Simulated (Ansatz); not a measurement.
Trial inputs on Be$_{2}$Co

The reference input for Ansatz (plane-wave DFT with PAW):

```yaml
crystal:
  lattice:
    - [0.0, 1.919492, 5.332543]
    - [1.338494, 0.0, 5.332543]
    - [1.338494, 1.919492, 0.0]
  atoms:
    - { symbol: Be, position: [0.336058, 0.336058, 0.663942] }
    - { symbol: Be, position: [0.663942, 0.663942, 0.336058] }
    - { symbol: Co, position: [0.0, 0.0, 0.0], spin: 3.0 }
basis:
  ecutwfc: 420
kpoints:
  mp_grid: { grid: [6, 6, 6] }
hamiltonian:
  xc: pbe
scf:
  occupations: { method: gaussian, width: 0.1 }
  lower_state_search: "off"
output:
  forces: true
  stress: true
  eigenvalues: true
  populations: true
magnetization:
  spin_polarized: true
```

Command:

```bash
ansatz run input.yaml --threads 1 --pin off --max-ram 1331MiB --backend cpu --events-out ev --progress --plain --runs-dir out
```

The run converges in 12 SCF iterations on 46 irreducible k-points: pressure -0.49 GPa, largest force 0.113 eV/Å, no gap, cell moment 1.05 μB.

Settings here are deliberately varied, not converged. Each trial's input is given as a difference from the reference's; energies are extrapolated to zero smearing where there is one, and pressure is positive in compression. Charged cells sit in a uniform background, and their pressures hang on that convention.

Trial 1:

```diff
 crystal:
   atoms:
-    - { symbol: Co, position: [0.0, 0.0, 0.0], spin: 3.0 }
+    - { symbol: Co, position: [0.0, 0.0, 0.0], spin: 1.19 }
 basis:
+  ecutrho_ratio: 4
 kpoints:
-  mp_grid: { grid: [6, 6, 6] }
+  mp_grid: { grid: [2, 2, 2] }
 scf:
-  occupations: { method: gaussian, width: 0.1 }
+  occupations: { method: fixed, width: 0.1 }
+  algorithm: direct_min
+  max_iter: 100
```

The program refuses the input:

```text
Error: inconsistent input (scf.occupations.method, magnetization): a σ = 0 step fill (method: fixed, or a smearing width below the step floor) cannot realise an odd electron count (21) without a locked total moment — the per-k integer fill puts the same N_el/2 bands in each spin channel …
```

Next try, with these keys changed back:

```diff
 scf:
-  occupations: { method: fixed, width: 0.1 }
+  occupations: { method: gaussian, width: 0.1 }
```

The run converges in 14 SCF iterations on 5 irreducible k-points: energy 288 meV per atom above the reference, pressure 5.86 GPa, largest force 0.778 eV/Å, no gap, cell moment 2.25 μB. It warns that the state wasn't tested for a lower one.

Trial 2:

```diff
 crystal:
   atoms:
-    - { symbol: Co, position: [0.0, 0.0, 0.0], spin: 3.0 }
+    - { symbol: Co, position: [0.0, 0.0, 0.0], spin: 1.19 }
 basis:
-  ecutwfc: 420
+  ecutwfc: "30 Ry"
+  xc_grid: 4
 kpoints:
-  mp_grid: { grid: [6, 6, 6] }
+  mp_grid: { kspacing: 1.0 }
 scf:
-  lower_state_search: "off"
+  lower_state_search: standard
+  n_extra_bands: 1
+  convergence: { dr2_threshold: "1e-8 eV" }
```

The run converges in 14 SCF iterations on 8 irreducible k-points: energy 88.5 meV per atom above the reference, pressure 2.70 GPa, largest force 0.009 eV/Å, no gap, cell moment 1.38 μB. It warns that the cutoff lies under the recommended one, 420 eV for these potentials; that the bands leave little room for a larger moment; that the SCF threshold is loose for the stress.

Trial 3:

```diff
 crystal:
   atoms:
-    - { symbol: Co, position: [0.0, 0.0, 0.0], spin: 3.0 }
+    - { symbol: Co, position: [0.0, 0.0, 0.0], spin: 1.19 }
 scf:
+  n_extra_bands: 0
+  max_iter: 56
```

The program refuses the input:

```text
Error: inconsistent input (scf.n_extra_bands): n_bands = 11 cannot host the net starting moment |Σ_I m_I| = 1.1900 μB: with N_el = 21 the majority spin channel must hold (N_el + |M|)/2 = 11.0950 electrons at no more than one per band — at least 12 bands (11 bands cap the reachable moment at 2·n_bands − N_el = 1.0000 μB) …
```

Trial 4:

```diff
 crystal:
   atoms:
-    - { symbol: Co, position: [0.0, 0.0, 0.0], spin: 3.0 }
+    - { symbol: Co, position: [0.0, 0.0, 0.0], spin: 1.19 }
 kpoints:
-  mp_grid: { grid: [6, 6, 6] }
+  mp_grid: { grid: [2, 2, 2] }
+accuracy: low
```

The run converges in 21 SCF iterations on 5 irreducible k-points: energy 288 meV per atom above the reference, pressure 5.86 GPa, largest force 0.777 eV/Å, no gap, cell moment 2.25 μB.

Trial 5 (origin moved):

```diff
 crystal:
   atoms:
-    - { symbol: Be, position: [0.336058, 0.336058, 0.663942] }
-    - { symbol: Be, position: [0.663942, 0.663942, 0.336058] }
-    - { symbol: Co, position: [0.0, 0.0, 0.0], spin: 3.0 }
+    - { symbol: Be, position: [0.845058, 1.148058, 1.662942] }
+    - { symbol: Be, position: [1.172942, 1.475942, 1.335058] }
+    - { symbol: Co, position: [0.509, 0.812, 0.999], spin: 1.19 }
 kpoints:
-  mp_grid: { grid: [6, 6, 6] }
+  mp_grid: { kspacing: 0.57 }
 scf:
+  max_iter: 100
```

The run converges in 15 SCF iterations on 46 irreducible k-points: the reference's energy to 0.01 meV per atom, pressure -0.49 GPa, largest force 0.113 eV/Å, no gap, cell moment 1.05 μB.

Trial 6:

```diff
 basis:
-  ecutwfc: 420
+  ecutwfc: 330
 kpoints:
+  band_path: { path: ["Γ", Q, X], npoints: 5 }
 scf:
-  occupations: { method: gaussian, width: 0.1 }
+  occupations: { method: gaussian, width: 0.07 }
+  max_iter: 64
```

The program refuses the input:

```text
Error: invalid value for `kpoints.band_path.path`: band-path label `Q` is not a tabulated point of the ORCF1 Brillouin zone — supply the fractional reciprocal coordinate `[kx, ky, kz]` instead
```

Next try, with these keys changed back:

```diff
 kpoints:
-  band_path: { path: ["Γ", Q, X], npoints: 5 }
```

The run converges in 12 SCF iterations on 46 irreducible k-points: energy 50.8 meV per atom above the reference, pressure 0.10 GPa, largest force 0.129 eV/Å, no gap, cell moment 1.06 μB. It warns that the cutoff lies under the recommended one, 420 eV for these potentials.

Trial 7:

```diff
 crystal:
   atoms:
-    - { symbol: Co, position: [0.0, 0.0, 0.0], spin: 3.0 }
+    - { symbol: Co, position: [0.0, 0.0, 0.0] }
 basis:
-  ecutwfc: 420
+  ecutwfc: 400
 kpoints:
-  mp_grid: { grid: [6, 6, 6] }
+  mp_grid: { grid: [2, 2, 2], shift: [0, 0, 0.5] }
 scf:
-  lower_state_search: "off"
 output:
-  populations: true
 magnetization:
+  initial_magnetization: 1.0
```

The run converges in 17 SCF iterations on 4 irreducible k-points: energy 41.8 meV per atom below the reference, pressure -2.76 GPa, largest force 0.173 eV/Å, no gap, cell moment 0.50 μB. It warns that the cutoff lies under the recommended one, 420 eV for these potentials; that the mesh lowers the symmetry.

Trial 8 (one atom moved):

```diff
 crystal:
   atoms:
-    - { symbol: Co, position: [0.0, 0.0, 0.0], spin: 3.0 }
+    - { symbol: Co, position: [0.0187527789, 0.0187527789, -0.0187527789], spin: 1.19 }
+total_charge: 0.25
```

The run converges in 26 SCF iterations on 46 irreducible k-points: pressure 12.61 GPa (with the neutralising background of the charged cell), largest force 2.030 eV/Å, no gap, cell moment 1.02 μB.